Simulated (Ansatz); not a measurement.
# TiTe2: frozen-core PAW against all-electron methods

```yaml
crystal:
  lattice:
    - [3.77700, 0.00000, 0.00000]
    - [-1.88850, 3.27098, 0.00000]
    - [0.00000, 0.00000, 6.49800]
  atoms:
    - { symbol: Ti, position: [0.00000, 0.00000, 0.00000] }
    - { symbol: Te, position: [0.66667, 0.33333, 0.26280] }
    - { symbol: Te, position: [0.33333, 0.66667, 0.73720] }
```

Atom numbers follow the list: Ti1, Te2, Te3.

The cell is COD entry 1008063, as deposited and not checked against the literature; nothing was relaxed.

Spin–orbit coupling is left out, though it moves levels of the heavy atoms by tenths of an eV or more.

Methods: DFT, PBE, PAW with Ansatz's default frozen-core files, scalar-relativistic (Ansatz 0.2.0); DFT, PBE, all-electron PAW with datasets made for the crystal, scalar-relativistic (Ansatz 0.2.0); DFT, PBE, all-electron LAPW, scalar-relativistic (Ansatz 0.2.0).

For PAW: a Γ-centred 13×13×7 k mesh, Fermi–Dirac smearing of 0.03 eV, cutoff 420 eV, no spin polarisation. The crystal-made all-electron datasets (AE datasets) take a cutoff of 240 eV at this cell. LAPW targets a basis error of 1 meV/atom. The Ansatz runs share mesh, smearing and spin set-up. Plane-wave (PAW) pressures include the program's estimate of the Pulay term.

Stress and pressure are positive in compression.

No spin–orbit coupling: at heavy atoms the gradients can be off by tens of per cent for that reason.

In a metal, gradients converge slowly with the k mesh: the values move by tens of per cent from one mesh to another, at times in sign, so only the comparison on one mesh counts.

Levels count from the Fermi level.

| quantity | PAW | AE datasets | LAPW |
| --- | --- | --- | --- |
| pressure (GPa) | 0.93 | 0.93 | 0.93 |
| stress xx (GPa) | 0.59 | 0.58 | 0.58 |
| stress zz (GPa) | 1.62 | 1.61 | 1.62 |
| force on Te2, z (eV/Å) | 0.031 | 0.030 | 0.030 |
| highest filled level at A (eV) | -1.637 | -1.637 | -1.637 |
| lowest empty level at A (eV) | 0.357 | 0.357 | 0.357 |
| highest filled level at L (eV) | -0.297 | -0.297 | -0.297 |
| lowest empty level at L (eV) | 1.114 | 1.114 | 1.114 |
| highest filled level at H (eV) | -1.734 | -1.734 | -1.734 |
| lowest empty level at H (eV) | 0.957 | 0.957 | 0.957 |
| field gradient Vzz at Ti1 (10²¹ V/m²) | -2.96 | -2.91 | – |
| field gradient Vzz at Te2 (10²¹ V/m²) | -6.60 | -6.68 | – |

PAW's pressure differs from the LAPW value by about 0.01 GPa or less.
